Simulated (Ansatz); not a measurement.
**LiCl with a Cl vacancy: gradients before and after relaxing the atoms**

Start: a supercell of LiCl (rock salt type, Fm-3m) built from a Materials Project structure (computed, not necessarily an observed phase), with all atoms left at the host's positions.

Space group Fm-3m (No. 225); a = 15.2527 Å.

```csv
site,Wyckoff,site symmetry,x,y,z
Li1,32f,.3m,0.3333,0.8333,0.8333
Li2,24e,4m.m,0.5000,0.0000,0.8333
Li6,48h,m.m2,0.8333,0.1667,0.0000
Li27,4a,m-3m,0.0000,0.5000,0.5000
Cl28,48i,m.m2,0.6667,0.1667,0.0000
Cl31,32f,.3m,0.8333,0.1667,0.1667
Cl41,24e,4m.m,0.0000,0.5000,0.3333
```

One atom of each set is listed; the run and its k-mesh use a cell of 53 atoms with edges of 10.79, 10.79, 10.79 Å.

Computed with Ansatz: DFT, PBE, plane waves and PAW, scalar-relativistic, 420 eV cutoff, Γ-centred 2×2×2 k-points, Fermi–Dirac smearing 0.01 eV, cell charge +1.

The largest force at the start is 0.81 eV/Å. Relaxing the ions at fixed cell moves them by 0.259 Å at most (atom 5, Li) and 0.094 Å rms.

```
site  moved (Å)  first shell before    first shell after  V_zz before (10²¹ V/m²)  η before
 Li2      0.259      5 Cl at 2.54 Å  5 Cl at 2.33–2.51 Å                     0.14      0.00
 Li6      0.014      6 Cl at 2.54 Å  6 Cl at 2.54–2.58 Å                   -0.015      0.52
Cl28      0.067      6 Li at 2.54 Å  6 Li at 2.51–2.58 Å                     2.72      0.01
Cl31      0.007      6 Li at 2.54 Å       6 Li at 2.54 Å                    -0.44      0.00
Cl41      0.042      6 Li at 2.54 Å  6 Li at 2.33–2.55 Å                     0.28      0.00
```

Q: How do the gradients change?

A: 

```json
{"site": "Li2", "V_zz after": "0.068", "η after": "0.00", "change of V_zz": "-0.08"}
{"site": "Li6", "V_zz after": "-0.020", "η after": "0.18", "change of V_zz": "-0.01"}
{"site": "Cl28", "V_zz after": "-1.10", "η after": "0.42", "change of V_zz": "–"}
{"site": "Cl31", "V_zz after": "-0.33", "η after": "0.00", "change of V_zz": "+0.11"}
{"site": "Cl41", "V_zz after": "0.23", "η after": "0.00", "change of V_zz": "-0.05"}
```

The largest change of V_zz along a kept axis is on Cl31, from -0.44 to -0.33. The whole tensor moves most on Cl28, by 1.95 along its most changed direction. On Cl28 the largest principal value lies along another axis in the second run, so the two V_zz can't be compared directly. Sites with |V_zz| of 0.02 or less aren't listed.

The defect repeats with the cell of 53 atoms, so it feels its images: sites between two images don't show the values beside a lone defect, and zeros or small values of η there can come from the images' arrangement. A uniform background compensates the cell's charge. With these PAW files V_zz is typically within 2 to 3 % of all-electron values, but misses above 10 % occur on Li.
Before: The neighbours have not yet relaxed around the defect (largest force 0.81 eV/Å), so a real crystal will differ.
